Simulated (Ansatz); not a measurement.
Crystals of one structure type (zinc blende) and one family of elements, relaxed and computed with PBEsol (plane waves, PAW; program Ansatz).

| crystal | V (Å³/atom) | B₀ by P(V) fit (GPa) |
|---|---|---|
| BN | 5.86 | 385 |
| AlN | 10.48 | 200 |
| BP | 11.54 | ? |
| BAs | 13.55 | 140 |
| GaP | 20.11 | 84.8 |
| GaAs | 22.66 | 69.0 |
| InP | 25.40 | 66.7 |

Q: Fit a straight line to ln B₀ against ln V and predict the withheld value.

A: Least squares on the 6 shown rows: ln B₀ = -1.24 × ln V + (8.168), with a scatter of 3.8 %. For BP this gives 170. The run itself gave 169, a miss of 0.6 % of that.

All cells were relaxed under the symmetry of their starts (and spin orders); stability against distortions was not tested throughout. Spin–orbit coupling is left out wherever it is not named.

Potentials: the earlier of the program's two PAW sets. The files were generated under PBE; for other functionals the program regenerates the frozen cores, and for LDA and PBEsol the local potential too.
